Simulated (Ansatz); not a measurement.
InP:
```yaml
crystal:
  lattice:
    - [7.20178, 0.00000, 0.00000]
    - [0.00000, 7.20178, 0.00000]
    - [0.00000, 0.00000, 4.18676]
  atoms:
    - { symbol: In, position: [0.32234, 0.67766, 0.00000] }
    - { symbol: In, position: [0.67766, 0.32234, 0.00000] }
    - { symbol: In, position: [0.82234, 0.82234, 0.50000] }
    - { symbol: In, position: [0.17766, 0.17766, 0.50000] }
    - { symbol: P, position: [0.31832, 0.31832, 0.00000] }
    - { symbol: P, position: [0.68168, 0.68168, 0.00000] }
    - { symbol: P, position: [0.18168, 0.81832, 0.50000] }
    - { symbol: P, position: [0.81832, 0.18168, 0.50000] }
```

Relaxed with r²SCAN. Special points in fractions of this cell's reciprocal vectors: Γ (0.000, 0.000, 0.000); X (0.000, 0.500, 0.000); M (0.500, 0.500, 0.000); Z (0.000, 0.000, 0.500); R (0.000, 0.500, 0.500); A (0.500, 0.500, 0.500).

Task: List the band energies nearest the valence-band maximum at these points for r²SCAN with spin–orbit coupling in the plane-wave PAW code Ansatz.

Result: In eV from the valence-band maximum; about four levels below and three above (degenerate sets whole), none deeper than 8.9 eV; points with the same levels are listed once.

| k | below | above |
|---|---|---|
| Γ | -0.04 -0.04 0.00 0.00 | 1.14 1.14 1.88 1.88 |
| X | -0.59 -0.59 -0.59 -0.59 | 2.35 2.35 2.35 2.35 |
| M | -1.09 -1.09 -1.09 -1.09 | 2.41 2.41 2.41 2.41 |
| Z | -1.76 -1.76 -1.76 -1.76 | 2.93 2.93 2.93 2.93 |
| R | -1.05 -1.05 -1.03 -1.03 | 2.40 2.40 2.41 2.41 |
| A | -1.38 -1.38 -1.38 -1.38 | 1.61 1.61 1.61 1.61 |

Space group P4_2/mnm. The start of the workflow was typed in or built on a structure type; neither database checked (COD, Materials Project) lists it. It is not the phase usual at ambient conditions (space group No. 216). The r²SCAN relaxation kept the symmetry of its start; whether a distortion lowers the energy is not shown. The volume moved by 22 % from the start of the relaxation.

Potentials: the later of the program's two PAW sets.
